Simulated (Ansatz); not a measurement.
AlFe (Pm-3m) as a metal

```
Al Fe
1.0
     2.84632    0.00000    0.00000
     0.00000    2.84632    0.00000
     0.00000    0.00000    2.84632
Al Fe
1 1
Direct
  0.00000 0.00000 0.00000
  0.50000 0.50000 0.50000
```

Starting moments along z (μB): Al1 +0, Fe2 +0.7.

Level of theory, where no other is named: PBEsol, all-electron LAPW in Ansatz 0.2.0, scalar-relativistic, spin-polarised. k mesh 14×14×14, fine mesh 20×20×20, Fermi-Dirac smearing of 0.100 eV, basis error target 1 meV/atom. The cell was relaxed by PAW under this functional, which moved its volume by -6 % from the database entry's.

Levels and slopes are solved on a 20×20×20 mesh, and each state is taken as quadratic over its cell.

The cell carries a moment of 0.66 μB.

(1) What is the density of states at the Fermi level, and which bare Sommerfeld coefficient follows?

(2) What Drude plasma energy and σ/τ do the band velocities give?

(3) Which bands cross the Fermi level, and what do they carry?

(4) On PAW files the program sums the optical response inside the mesh cells, interband lines and its own Drude term. Where does ε₁ rise through zero (a sharp plasmon if ε₂ is small there), and how much light is reflected?

(5) What does PAW give for the same cell?

Answers

(1) N(E_F) = 1 states/eV/atom (both spins), so γ = (π²/3) k_B² N(E_F) = 2.36 mJ/(mol-atom K²) without electron-phonon or spin-fluctuation enhancement.

(2) (ħω_p,α)² = (e²/ε₀VN_k) Σ_nkσ (∂E/∂k_α)² δ(E − E_F) gives ħω_p = (5.97, 5.97, 5.97) eV along x, y, z, and σ/τ = ε₀ω_p² = 7.27×10²⁰ Ω⁻¹m⁻¹s⁻¹ along x. Weighted by the density of states, the mean Fermi speed is 0.364×10⁶ m/s; the surface has an area of 25.8 Å⁻² (mean of the two spins).

(3) 

```
band  spin  filled part  N (states/eV/cell)  speed (10⁶ m/s)  5th to 95th percentile  area (Å⁻²)        filling
   1    up         0.99              0.0303            0.518            0.40 to 0.64        1.11    nearly full
   2    up         0.96              0.0972            0.587            0.45 to 0.71        4.04    nearly full
   3    up         0.89               0.143            0.677            0.54 to 0.87        6.84  partly filled
   1  down         0.94               0.169            0.411            0.25 to 0.73        4.92    nearly full
   2  down         0.84               0.454            0.342            0.18 to 0.61          11  partly filled
   3  down         0.38                1.11            0.302            0.19 to 0.46        23.7  partly filled
```

(4) 

- Fine mesh: 20, 20, 20
- Window top: 20 eV
- Line width: 0.25 eV
- Drude damping: 0.1 eV
- ε₁ rises through zero at x: 1.52, 2.28, 3.64 eV
- ε₂ there x: 17.42, 13.05, 5.49
- Plasma energy (x, y, z): 5.716, 5.716, 5.716 eV
- Reflectivity at 1 eV, x-polarised: 0.739
- Reflectivity at 2 eV, x-polarised: 0.5113
- Reflectivity at 3 eV, x-polarised: 0.4669

The plasma energy here is the program's own sum at the run's smearing; it differs from the value above by up to 4 %, through mesh and smearing.

(5) N(E_F) = 1 states/eV/atom and ħω_p,x = 5.97 eV.

Known limits: a lower magnetic state may exist; these sums move with the mesh, by several per cent and more for small sheets; frozen-core PAW files fitted under PBE, their cores solved anew for the functional of the run.
